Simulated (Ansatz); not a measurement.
The elements of this relaxed trial crystal are hidden behind letters.

```
lattice vectors (Å)
   2.2931    1.3239    4.6273
  -2.2931    1.3239    4.6273
   0.0000   -2.6478    4.6273
fractional positions
X 0.8972 0.8972 0.8972
X 0.1028 0.1028 0.1028
X 0.3162 0.3162 0.3162
X 0.6838 0.6838 0.6838
Z 0.5000 0.5000 0.5000
```

Level of theory: DFT PBE, scalar-relativistic, plane waves, PAW (Ansatz 0.2.0). Settings of the last relaxation (5-atom cell): 420 eV, 12×12×12 k points, Gaussian smearing of 0.10 eV, no spin polarisation.

```
Space group                                 : R-3m (No. 166)
Conventional cell                           : a = 4.586 Å, c = 13.882 Å
Volume per atom                             : 16.86 Å³
Density                                     : 7.39 g/cm³
Energy over the elements                    : +0.04 eV/atom
Gap on the 12×12×12 mesh of the 5-atom cell : 0 eV (a metal)
```

Energies are uncorrected and count from the elements' standard states at the same level.

Problem. X is a d-block element of period 4 and Z is a d-block element of period 6. Which elements are they?

Solution. X = Ti, Z = W, so the formula is Ti4W. Density times volume gives a mean mass of 7.39 × 16.86/1.6605 = 75.0 u per atom, and this set has 75.1 u. Ti on its first site has 3 W at 2.79 Å and 11 Ti at 2.85–3.19 Å; Ti on its second site has 1 W at 2.55 Å, 3 Ti at 2.69 Å, 4 Ti at 2.90–2.96 Å, 3 Ti at 3.13 Å and 3 W at 3.36 Å; W is surrounded by 2 Ti at 2.55 Å, 6 Ti at 2.79 Å and 6 Ti at 3.36 Å. Other sets within the hints have nearly the same mass, so mass alone doesn't settle it; this one was computed.

Spin–orbit coupling, which can matter for W, is left out. A structure relaxed within its symmetry needn't be a true minimum.
